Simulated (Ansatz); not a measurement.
# BaB12H12 — B-11 NMR of the central transition

Cell: a computed structure from the Materials Project (it need not be an observed phase).

```xyz
50
Lattice="7.3054 0.0000 0.0000 -3.6527 6.3266 0.0000 0.0000 0.0000 11.8102" Properties=species:S:1:pos:R:3 pbc="T T T"
Ba    3.6527    2.1089    3.1077
Ba    0.0000    4.2178    9.0128
B     5.2724    2.4429    7.2154
B     3.1321    0.5391    7.2154
B     2.5535    3.3446    7.2154
B     1.6198    3.8837    1.3102
B    -0.5206    5.7875    1.3102
B    -1.0992    2.9820    1.3102
B     2.6465    1.8996    6.1979
B     3.9745    3.0849    6.1979
B     4.3370    1.3422    6.1979
B    -1.0062    4.4270    0.2927
B     0.3219    3.2418    0.2927
B     0.6843    4.9845    0.2927
B     4.6577    2.3090    8.8765
B     3.3235    1.1384    8.8765
B     2.9768    2.8792    8.8765
B     1.0050    4.0176    2.9713
B    -0.3292    5.1882    2.9713
B    -0.6759    3.4475    2.9713
B     2.0234    1.7756    7.8587
B     4.1787    3.6865    7.8587
B     4.7560    0.8645    7.8587
B    -1.6293    4.5510    1.9536
B     0.5260    2.6401    1.9536
B     1.1033    5.4621    1.9536
H    -0.8880    2.6683    6.9444
H    -0.8978    5.7615    6.9444
H     1.7858    4.2234    6.9444
H     2.7647    3.6583    1.0393
H     2.7549    0.5651    1.0393
H     5.4385    2.1032    1.0393
H     1.9136    1.7446    5.2600
H     4.2067    3.7971    5.2600
H     4.8377    0.7849    5.2600
H    -1.7391    4.5821   11.1651
H     0.5541    2.5295   11.1651
H     1.1850    5.5417   11.1651
H     5.3570    2.4297    9.8432
H     3.0783    0.4725    9.8432
H     2.5227    3.4245    9.8432
H     1.7043    3.8969    3.9381
H    -0.5743    5.8542    3.9381
H    -1.1300    2.9022    3.9381
H     0.8755    1.5302    8.0948
H    -2.7653    4.8033    8.0948
H     1.8897    6.3198    8.0948
H     4.5282    4.7964    2.1897
H     0.8874    1.5233    2.1897
H     5.5424    0.0069    2.1897
```

Atoms are numbered from 1 in the order listed; like atoms form one site, named after its first atom.

The numbers come from a DFT calculation in Ansatz (r2SCAN, plane waves and PAW, scalar-relativistic, 500 eV cutoff, Γ-centred 5×5×3 k-points, Fermi–Dirac smearing 0.05 eV).

B-11 has I = 3/2 and Q = 40.59 mb (Pyykkö 2018); at 11.7 T its Larmor frequency is ν₀ = 159.9 MHz. Only the quadrupole interaction is simulated: positions count from each site's isotropic chemical shift, and J coupling is left out, as are shift anisotropy and dipolar coupling, which fast spinning averages.

Task: What does the B-11 spectrum (fast magic-angle spinning) show for each site?

Result: 

| site | first shell | C_Q (MHz) | η | P_Q (MHz) | δ_QIS (ppm) | breadth (kHz) |
| --- | --- | --- | --- | --- | --- | --- |
| B3 | 1 H at 1.20 Å, 5 B at 1.77–1.78 Å; also 1 Ba at 3.24 Å | -0.683 | 0.12 | 0.685 | -0.459 | 0.163 |
| B9 | 1 H at 1.20 Å, 5 B at 1.77–1.78 Å; also 1 Ba at 3.26 Å | -0.693 | 0.07 | 0.693 | -0.470 | 0.165 |
| B15 | 1 H at 1.20 Å, 5 B at 1.77–1.78 Å; also 1 Ba at 3.27 Å | -0.700 | 0.14 | 0.702 | -0.482 | 0.172 |
| B21 | 1 H at 1.20 Å, 5 B at 1.77–1.78 Å | -0.827 | 0.13 | 0.829 | -0.673 | 0.239 |

δ_QIS = −(ν_Q²/30ν₀²)[I(I+1) − 3/4](1 + η²/3) × 10⁶ ppm with ν_Q = 3|C_Q|/[2I(2I−1)]; it falls as 1/B₀² in ppm, and the breadth as 1/B₀ in kHz.

At B3, B9, B15 and B21 V_zz points along its shortest bond, to H (within 3°) in each case.
